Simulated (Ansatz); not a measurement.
**Slab of fcc Ir (111), 5 layers**

The slab is cut from the fcc crystal, the stable phase, as relaxed on PAW files (13.85 Å³/atom), with 16 Å of vacuum and a dipole correction:

```xyz
5
Lattice="2.6954 0.0000 0.0000 -1.3477 2.3343 0.0000 0.0000 0.0000 24.8031" Properties=species:S:1:pos:R:3 pbc="T T T"
Ir    2.0216    0.3890    8.0000
Ir   -0.6739    1.9452   10.2008
Ir    0.6739    1.1671   12.4016
Ir    2.0216    0.3890   14.6023
Ir   -0.6739    1.9452   16.8031
```

All numbers are LDA results (scalar-relativistic) from Ansatz 0.2.0, with a Γ-centred 15×15×1 k mesh, Fermi–Dirac smearing of 0.08 eV, no spin polarisation. Methods: LAPW: all electrons, basis error target 1 meV/atom; PAW: frozen-core files, cutoff 420 eV.

The bulk energy comes from a cell in the slab's orientation on a 15×15×6 mesh. The surface energy is (E(slab) − N·E(bulk))/2A at zero smearing, the mean of both faces; thin slabs carry quantum-size effects.

Spin–orbit coupling is left out, which matters for the heavy atoms. The PAW files were made under PBE.

**Question.** As cut, the LAPW slab lies 2.261 eV above 5 atoms of bulk. What surface energy is that?

**Answer.** Over two faces of 6.29 Å² it is 179.7 meV/Å², and times 16.02 J/m² per eV/Å² that gives γ = 2.879 J/m².

**Question.** What do relaxation and the other method give, and what work function comes out?

**Answer.** 

| method | γ as cut (J/m²) | γ relaxed (J/m²) | Φ as cut (eV) | Φ relaxed (eV) |
| --- | --- | --- | --- | --- |
| LAPW | 2.879 | 2.842 | 5.88 | 5.86 |
| PAW | 2.878 | 2.840 | 5.88 | 5.86 |

**Question.** How do the spacings between the planes relax?

**Answer.** From the bottom face up: d12 -2.2 % of 2.201 Å, d23 -0.2 % of 2.201 Å, d34 -0.2 % of 2.201 Å, d45 -2.2 % of 2.201 Å.

**Question.** What changes if the vacuum is set to 13 Å?

**Answer.** LAPW then gives: no gap, work function 5.86 eV; PAW: no gap, work function 5.86 eV. The program warns that the vacuum is too thin.

**Question.** A 4f core hole is made on one atom of each kind in every 1×1 cell (PAW hole dataset, neutral cell, valence without spin). What does it cost by layer?

**Answer.** layer 1 61.29 eV, layer 2 61.90 eV, layer 3 61.90 eV. Shifts between layers mean more than the absolute values, and a whole layer of holes screens otherwise than one hole.

**Question.** In the relaxed 1×1 cell, replace the outer, then the middle Ir by Pt, which changes a whole layer. What shift does this Z+1 picture give?

**Answer.** E(outer) − E(middle) = -0.56 eV by LAPW and -0.56 eV by PAW; a positive value puts the surface line at higher binding energy.
